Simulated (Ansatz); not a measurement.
Nb3Pb: reading a single point

```
Nb Pb
1.0
     5.40251    0.00000    0.00000
     0.00000    5.40251    0.00000
     0.00000    0.00000    5.40251
Nb Pb
6 2
Cartesian
  1.3506 0.0000 2.7013
  2.7013 4.0519 0.0000
  4.0519 0.0000 2.7013
  2.7013 1.3506 0.0000
  0.0000 2.7013 4.0519
  0.0000 2.7013 1.3506
  0.0000 0.0000 0.0000
  2.7013 2.7013 2.7013
```

The numbers come from plane-wave PAW DFT (Ansatz): PBE, no spin polarisation, 420 eV, 6×6×6 Γ-centred k points, fermi-dirac occupations (width 0.1 eV). Nothing was relaxed.

- Charges: Bader charges in e: Nb +0.29, Pb -0.86. In the mean Nb gives up most and Pb takes most.
- Contacts: Nb–Nb at 2.70 Å: least valence density 0.41 e/Å³ and ELF 0.33 there. Nb–Pb at 3.02 Å: least valence density 0.22 e/Å³ and ELF 0.20 there. Both are smooth PAW fields, read partly inside the augmentation spheres.
- Formation energy: 0.11 eV an atom against the elements' usual phases (free molecules for gases, crystals otherwise, with no correction for O₂ or N₂), so at this geometry it isn't bound against them. Relaxing would lower it.
- Stress: The pressure is -2.6 GPa (compression positive), so with the atoms held at these fractions the cell would first shrink.
- Electronic structure: It is a metal, with about 10 states/eV a cell as the mean within 0.25 eV of the Fermi level, mostly Nb d (85 %).

Origin: a database entry at a rescaled volume. Caveats: many states at the Fermi level without spin polarisation, so a magnetic state may lie lower.
